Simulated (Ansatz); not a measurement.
Bi:
```cif
data_Bi6
_chemical_formula_sum 'Bi6'
_space_group_name_H-M_alt 'R-3m :H'
_space_group_IT_number 166
_space_group_name_Hall '-R 3 2"'
_cell_length_a 4.49303
_cell_length_b 4.49303
_cell_length_c 11.49790
_cell_angle_alpha 90.000
_cell_angle_beta 90.000
_cell_angle_gamma 120.000
loop_
_atom_site_label
_atom_site_type_symbol
_atom_site_symmetry_multiplicity
_atom_site_Wyckoff_symbol
_atom_site_fract_x
_atom_site_fract_y
_atom_site_fract_z
_atom_site_occupancy
Bi1 Bi 6 c 0.00000 0.00000 0.23717 1
```
(The calculation used a cell of 2 atoms; values per cell refer to that cell.)

Relaxed at zero pressure with DFT-LDA in the program Ansatz with PAW potentials.

Q: The volume is lowered by 9 % and shape and atoms relax at that volume. What pressure results, and how do the axes share the change?

A: 5.3 GPa; a -2.3 %, b -2.3 %, c -4.8 %; the energy rises by 45 meV/atom.

Q: Give the new structure.

A: 
Space group R-3m, hexagonal axes (No. 166); a = 4.392 Å, b = 4.392 Å, c = 10.951 Å, α = 90.00°, β = 90.00°, γ = 120.00°

```tsv
atom	site	symmetry	x	y	z
Bi	6c	3m	0.0000	0.0000	0.2417
```

The phase is kept; no other phase was compared at this pressure.

The cell was relaxed with LDA under the symmetry of its start. Axis ratios of metals converge slowly with the k-mesh, so a and c are less sure than the volume. Spin–orbit coupling is left out wherever it is not named.

Potentials: the later of the program's two PAW sets.
